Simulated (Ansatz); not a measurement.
ZrZn, DFT, PBEsol, all-electron LAPW, scalar-relativistic (Ansatz 0.2.0), run on 1 thread of Intel(R) Xeon(R) Platinum 8488C (Sapphire Rapids) on a shared host.

The geometry is COD entry 1540230, unchecked; take it as a test cell. The listed cell was then made from it by scaling, straining or moving an atom.

Command: `ansatz run input.yaml --threads 1 --pin off --max-ram 3072MiB --backend cpu --events-out ev --progress --plain --runs-dir out`

```yaml
crystal:
  lattice:
    - [3.336, 0.03336, 0.03336]
    - [0.03336, 3.336, 0.03336]
    - [0.03336, 0.03336, 3.336]
  atoms:
    - { symbol: Zr, position: [0.5, 0.5, 0.5] }
    - { symbol: Zn, position: [0.0, 0.0, 0.0] }
kpoints:
  mp_grid: { grid: [10, 10, 10] }
  band_path:
    path:
      - [0.0, 0.0, 0.0]
      - [0.5, 0.5, 0.5]
      - [0.5193194925, 0.4806805075, 0.5]
      - [0.5, -0.4806805075, 0.4806805075]
      - [0.5, 0.0, 0.0]
      - [0.0, 0.0, 0.0]
      - [0.4903402537, -0.4903402537, 0.0]
      - [0.5096597463, 0.0, 0.4903402537]
      - [0.5, 0.0, 0.5]
    npoints: 5
scf:
  occupations: { method: fermi_dirac, width: 0.08 }
hamiltonian:
  xc: pbesol
  pseudopotentials: { kind: all_electron, lapw: { basis_error: 0.0005 } }
output:
  forces: true
  stress: true
  eigenvalues: true
```

(1) How large is the problem that the program sets up?

(2) Estimate the wall time and the peak memory.

## Answers

(1) 116 irreducible k-points, 299 plane waves at Γ, 29 bands.

(2) 25 s of wall time for 10 SCF iterations, with a peak of 0.52 GiB. Times on shared machines scatter by tens of per cent.
